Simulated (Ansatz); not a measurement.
Method: r2SCAN, no spin polarisation; PAW, plane waves to 500 eV, 7×7×4 Γ-centred mesh, methfessel-paxton occupations (width 0.0478 eV) (Ansatz 0.2.0), atoms fixed.

Computed maps in the lattice plane spanned by a (left to right, 4.25 Å, 13 points from zero) and b (bottom to top, 4.25 Å, 13 points from zero), 120° apart, at height 0.250 along c. The fields are smooth PAW ones with compensation charges, not the true ones near nuclei.

Valence density. Digits on a logarithmic scale: 0 up to 0.03 e/Å³, each further digit a factor of 1.6, 9 from 1.3 e/Å³ up:
```
2234567654322
3346899864333
4469999964444
5589999855555
6699999665665
6799997666666
6689866665566
6566566642466
5444556522565
4334566545665
3234566666654
2234556665543
2234566665432
```

Task: The cell is SrCuSi. Which atoms lie within 0.2 Å of this plane, and where (fractions of a and b)?

Result: Cu at (0.33, 0.67), Si at (0.67, 0.33). The whole cell:
```
CELL_PARAMETERS angstrom
4.25048 0.00000 0.00000
-2.12524 3.68103 0.00000
0.00000 0.00000 7.55675
ATOMIC_POSITIONS crystal
Cu 0.33330 0.66670 0.25000
Cu 0.66660 0.33330 0.75000
Si 0.33330 0.66670 0.75000
Si 0.66660 0.33330 0.25000
Sr 0.00000 0.00000 0.00000
Sr 0.00000 0.00000 0.50000
```

Origin: a known structure type with other elements, at an estimated volume, so it need not be a known compound. Caveats: many states at the Fermi level without spin polarisation, so a magnetic state may lie lower.
